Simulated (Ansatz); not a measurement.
Method: LDA, no spin polarisation; PAW, plane waves to 420 eV, 6×6×3 Γ-centred mesh, cold occupations (width 0.0191 eV) (Ansatz 0.2.0), atoms fixed.

Computed maps in the lattice plane spanned by b (left to right, 4.24 Å, 13 points from zero) and c (bottom to top, 8.22 Å, 25 points from zero), 90° apart, at height 0.250 along a. The fields are smooth PAW ones with compensation charges, not the true ones near nuclei.

Valence density. Digits on a logarithmic scale: 0 up to 0.03 e/Å³, each further digit a factor of 1.6, 9 from 1.3 e/Å³ up:
```
3211112357764
2111112345543
2222222233332
2333332222222
3455544322122
4566655432223
5665665433334
6653466544445
6652466655555
6665666678876
6666666799998
6555556799999
6544445799999
5433334699998
4322234578876
3221223455554
2222222334443
2345532223322
3589874222222
4899996321112
5999997322222
5899997433333
4799985445554
3467653457764
3223323468975
```

ELF. Ten even steps from '0' (0.00) to '9' (1.00):
```
5100002899999
2111111489997
1134321136752
2577763111111
5788886410012
7888888631124
7865678742235
7735357753346
7632257632225
6742367422222
3665565220012
2455553210002
2333332210002
2222222220012
2211112222222
2100001222222
1000000123332
0012200012221
0378761001110
1788884000000
2887786001110
1788885026740
0588872179993
1046520499998
4000001899999
```

The cell is CaInSiH. Which atoms lie within 0.2 Å of this plane, and where (fractions of b and c)?

Ca at (0.25, 0.15), In at (0.75, 0.50), Si at (0.25, 0.66), H at (0.75, 0.00). The whole cell:
```
Ca In Si H
1.0
     4.23931    0.00000    0.00000
     0.00000    4.23931    0.00000
     0.00000    0.00000    8.22178
Ca In Si H
2 2 2 2
Direct
  0.25000 0.25000 0.15070
  0.75000 0.75000 0.84930
  0.75000 0.25000 0.50000
  0.25000 0.75000 0.50000
  0.25000 0.25000 0.66050
  0.75000 0.75000 0.33950
  0.75000 0.25000 0.00000
  0.25000 0.75000 0.00000
```

Origin: a known structure type with other elements, at an estimated volume, so it need not be a known compound. Caveats: atoms or cell far from equilibrium.
